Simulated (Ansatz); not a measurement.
Cell and atoms are relaxed with the symmetry kept. Start:

```yaml
crystal:
  lattice:
    - [6.33347, 0.00000, 0.00000]
    - [0.00000, 6.33347, 0.00000]
    - [0.00000, 0.00000, 6.33347]
  atoms:
    - { symbol: Mn, position: [0.17857, 0.82143, 0.32143] }
    - { symbol: Mn, position: [0.32143, 0.17857, 0.82143] }
    - { symbol: Mn, position: [0.82143, 0.32143, 0.17857] }
    - { symbol: Mn, position: [0.67857, 0.67857, 0.67857] }
    - { symbol: Mn, position: [0.57143, 0.42857, 0.92857] }
    - { symbol: Mn, position: [0.42857, 0.92857, 0.57143] }
    - { symbol: Mn, position: [0.92857, 0.57143, 0.42857] }
    - { symbol: Mn, position: [0.07143, 0.07143, 0.07143] }
    - { symbol: Al, position: [0.79588, 0.95412, 0.37500] }
    - { symbol: Al, position: [0.70412, 0.04588, 0.87500] }
    - { symbol: Al, position: [0.20412, 0.45412, 0.12500] }
    - { symbol: Al, position: [0.29588, 0.54588, 0.62500] }
    - { symbol: Al, position: [0.95412, 0.37500, 0.79588] }
    - { symbol: Al, position: [0.04588, 0.87500, 0.70412] }
    - { symbol: Al, position: [0.45412, 0.12500, 0.20412] }
    - { symbol: Al, position: [0.54588, 0.62500, 0.29588] }
    - { symbol: Al, position: [0.37500, 0.79588, 0.95412] }
    - { symbol: Al, position: [0.87500, 0.70412, 0.04588] }
    - { symbol: Al, position: [0.12500, 0.20412, 0.45412] }
    - { symbol: Al, position: [0.62500, 0.29588, 0.54588] }
```

The calculation used DFT PBEsol, scalar-relativistic, plane waves, PAW in Ansatz 0.2.0.

Plane waves to 420 eV, a k mesh through Γ of 6×6×6 on the computed 20-atom cell and Gaussian smearing (0.10 eV); no spin polarisation.

What does it relax to?

The volume doesn't move by more than 0.01 Å³/atom to 12.70 Å³/atom, and the energy changes by under 0.1 meV/atom. Final structure:
```cif
data_structure
_symmetry_space_group_name_H-M 'P4_132'
_symmetry_Int_Tables_number 213
_cell_length_a 6.3335
_cell_length_b 6.3335
_cell_length_c 6.3335
_cell_angle_alpha 90.000
_cell_angle_beta 90.000
_cell_angle_gamma 90.000
_cell_volume 254.05
loop_
_atom_site_label
_atom_site_type_symbol
_atom_site_symmetry_multiplicity
_atom_site_Wyckoff_symbol
_atom_site_fract_x
_atom_site_fract_y
_atom_site_fract_z
_atom_site_occupancy
Mn1 Mn 8 c 0.17865 0.82135 0.32135 1
Al1 Al 12 d 0.79633 0.95367 0.37500 1
```

Course of the relaxation (steps run on the plane waves of an earlier cell, and the basis is chosen afresh near the end, so energy and pressure can step there; trial steps that raised the energy were taken back; energies are free energies):

```tsv
step	E − E_final (meV/atom)	largest force component (eV/Å)	P (GPa)	V (Å³/atom)
1	0.1	0.045	-0.06	12.70
2	0.0	0.008	-0.01	12.70
3	0.0	0.002	-0.01	12.70
4	0.0	0.002	-0.01	12.70
```

Cost: 1 run of about 2.2 core-minutes, on Intel Xeon 6975P-C (Granite Rapids) (shared hosts).